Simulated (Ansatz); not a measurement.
# BaMg2Sb2: course of a relaxation

Level of theory: DFT r2SCAN, scalar-relativistic, plane waves, PAW in Ansatz. (500 eV cutoff, 6×6×4 k-mesh, Gaussian smearing of 0.02 eV, no spin polarisation)

What was changed: relaxed at 3 GPa.

Command:

```bash
ansatz run input.yaml --threads 1 --pin off --max-ram 2560MiB --backend cpu --events-out ev --progress --plain --runs-dir out
```

Input:

```yaml
crystal:
  lattice:
    - [4.7456620614, 0.0, 0.0]
    - [-2.3728310307, 4.109863903, 0.0]
    - [0.0, 0.0, 8.114433406]
  atoms:
    - { symbol: Ba, position: [0.0, 0.0, 0.0] }
    - { symbol: Mg, position: [0.3333333333, 0.6666666667, 0.6232317793] }
    - { symbol: Mg, position: [0.6666666667, 0.3333333333, 0.3767682207] }
    - { symbol: Sb, position: [0.3333333333, 0.6666666667, 0.2693632001] }
    - { symbol: Sb, position: [0.6666666667, 0.3333333333, 0.7306367999] }
basis:
  ecutwfc: 500
kpoints:
  mp_grid: { grid: [6, 6, 4] }
hamiltonian:
  xc: r2scan
scf:
  occupations: { method: gaussian, width: 0.02 }
output:
  forces: true
  stress: true
  eigenvalues: true
relax:
  adjacent_minimum: "off"
  f_tol: 0.008
  max_steps: 50
  cell: { stress_tol: 0.08, p_target: 3.0 }
```

F is the free energy. Steps run on the plane waves of an earlier cell, but the last one, and at times one on the way, on a freshly chosen basis, so a repeated geometry can differ a little in energy. The relaxation lowers the enthalpy F + PV at the target pressure, so F itself can rise.

Steps:

```tsv
step	F − F(1) (eV)	largest force component (eV/Å)	V (Å³/atom)	P (GPa)
1	0.0000	0.058	31.653	1.22
2	0.1298	0.088	29.987	3.84
3	0.0724	0.019	30.507	2.97
4	0.0742	0.002	30.488	2.99
5	0.0746	0.002	30.488	2.99
```

Relaxed structure:

```xyz
5
Lattice="4.6894 0.0000 0.0000 -2.3447 4.0611 0.0000 0.0000 0.0000 8.0045" Properties=species:S:1:pos:R:3 pbc="T T T"
Ba    0.0000    0.0000    0.0000
Mg    0.0000    2.7074    4.9923
Mg    2.3447    1.3537    3.0123
Sb    0.0000    2.7074    2.1384
Sb    2.3447    1.3537    5.8661
```

It takes space group P-3m1 (No. 164, trigonal). Conventional cell: a = 4.689 Å, b = 4.689 Å, c = 8.005 Å, α = 90.00°, β = 90.00°, γ = 120.00°. Ba (site symmetry -3m) is surrounded by 6 Sb at 3.45 Å. Around Mg (site symmetry 3m) lie 4 Sb at 2.84 to 2.85 Å. Sb (site symmetry 3m) is surrounded by 4 Mg at 2.84 to 2.85 Å.

The run converged. Time: 76 s on 1 thread of Intel(R) Xeon(R) Platinum 8259CL CPU @ 2.50GHz (Skylake/Cascade Lake) (shared host), peak memory 0.88 GiB.